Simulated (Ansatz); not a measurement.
Al2Mo3C in space group P4_132 (No. 213; Al on 8c, Mo on 12d, C on 4a), plane-wave PAW r²SCAN (Ansatz code), all energies at zero smearing, with the estimated change up to a 700 eV cutoff added, with one set of potentials and settings (totals compare only within such a set). Cell of 24 atoms (8 Al, 12 Mo, 4 C): -64946.076 eV.

```
element                reference phase  E (eV/atom)
-------  -----------------------------  -----------
Al          Fm-3m, 1 atoms in the cell    -540.4083
Mo          Im-3m, 1 atoms in the cell   -4967.5975
C        P6_3/mmc, 4 atoms in the cell    -251.6711
```

Formation energy per atom, worked out: (-64946.076 − 8×(-540.4083) − 12×(-4967.5975) − 4×(-251.6711))/24 = -0.206 eV/atom (-20 kJ per mol of atoms), at 0 K, without zero-point energy or fitted corrections.

The workflow started from a Materials Project entry (that database holds measured and hypothetical structures alike); the Crystallography Open Database copy checked does not list it. Whether it is the stable phase at ambient conditions was not checked. The r²SCAN relaxation kept the symmetry of its start; whether a distortion lowers the energy is not shown. No spin polarisation was allowed. The references are the lowest solids computed at this level, not always the standard phases.

Potentials: the later of the program's two PAW sets.
